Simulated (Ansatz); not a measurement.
The relaxed structure here is a generated cell of GaIr: the first start was made by placing the elements on the sites of a structure type, and the end was not matched to a known phase here, so it may be hypothetical.

One starting cell of GaIr (a generated cell, GaIr placed in the AFLOW prototype AB_hR2_166_a_b (L1_1, as in CuPt)) was relaxed twice with Ansatz (plane waves, PAW, scalar-relativistic): with PBEsol at 420 eV and with PBE at 420 eV. The PBEsol result:

```
CELL_PARAMETERS angstrom
      1.42213     0.82107     4.04812
     -1.42213     0.82107     4.04812
      0.00000    -1.64214     4.04812
ATOMIC_POSITIONS crystal
  Ga 0.00000 0.00000 0.00000
  Ir 0.50000 0.50000 0.50000
```

```tsv
quantity	PBEsol	PBE
space group	R-3m	R-3m
volume (Å³/atom)	14.18	14.73
a (Å)	2.844	2.886
c (Å)	12.144	12.253
gap (eV, no spin-orbit coupling)	0.00	0.00
```

Both levels end in the same structure; PBE's volume is 3.8 % larger. Neither column is exact.

No spin polarisation in the result.

The run could not lose the symmetry of its start, so the end can be a saddle point.

All atoms sit on sites fixed by symmetry, so only the cell could relax.

Ansatz is a first-principles code.
